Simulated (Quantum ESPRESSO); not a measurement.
# Strain and stress in Si6BN

These are calculations, not measurements. They come from pw.x of Quantum ESPRESSO 7.5, a plane-wave density functional program, with PseudoDojo standard norm-conserving files (v0.5 for PBE, v0.4.1 for LDA and PBEsol). The cells are made up: elements, strain and atom displacements were drawn at random, and nothing was relaxed. There is no spin polarisation, spin-orbit coupling or dispersion term.

The cell has 8 sites of a zincblende or diamond lattice. Sites 1 to 4 hold Si Si B Si; sites 5 to 8 hold N Si Si Si. Cell vectors in Å: (5.332, -0.032, 0.076); (-0.032, 5.268, 0.085); (0.076, 0.085, 5.390). Settings: PBE, cutoff 1143 eV, 6 x 6 x 6 k mesh shifted by half a step, Fermi-Dirac smearing of 0.1 eV.

Each run adds the same linear strain along x, y and z to one cell, with the atoms carried along; the vectors above are those of run 4. Stress is positive in tension and P is minus a third of its trace. E is the free energy for each atom above the lowest run shown.

```
run  strain (%)  s_xx (GPa)  s_yy (GPa)  s_zz (GPa)  s_xy (GPa)  P (GPa)  E (meV/atom)
  1       -2.19        3.95        2.55        4.46        0.65    -3.65          0.00
  2       -1.98        4.49        3.09        5.01        0.68    -4.19          2.80
  4       -0.02        8.75        7.36        9.34        0.92    -8.48         46.80
  5        1.57       11.33        9.96       11.95        1.06   -11.08        103.14
  6        2.25       12.23       10.88       12.86        1.11   -11.99        132.06
  7        2.46       12.49       11.13       13.12        1.12   -12.25        141.51
  3       -0.57           ?           ?           ?           ?        ?             ?
```

A rerun of one of these cells at 1437 eV and k mesh 8 x 8 x 8 moved values by no more than 0.005 eV in the cell's energy, 0.02 GPa in stress and 0.009 eV/Å in force.

## Worked fit

A parabola through the six runs shown gives P = -8.51 - 1.89 e + 0.150 e² GPa, with e in per cent and a scatter of 0.02 GPa. A linear strain of 1 % changes the volume by about 3 %, so the bulk modulus of this cell with clamped atoms is about 63 ± 1 GPa at e = 0. The error is the larger of the fit's own and the change that a cubic makes, rounded up.

## Withheld run

Question: what P should run 3 give?

The fit gives -7.38 GPa. The calculation gave -7.41 GPa.

```
run  strain (%)  s_xx (GPa)  s_yy (GPa)  s_zz (GPa)  s_xy (GPa)  P (GPa)  E (meV/atom)
  3       -0.57        7.69        6.29        8.26        0.86    -7.41         31.41
```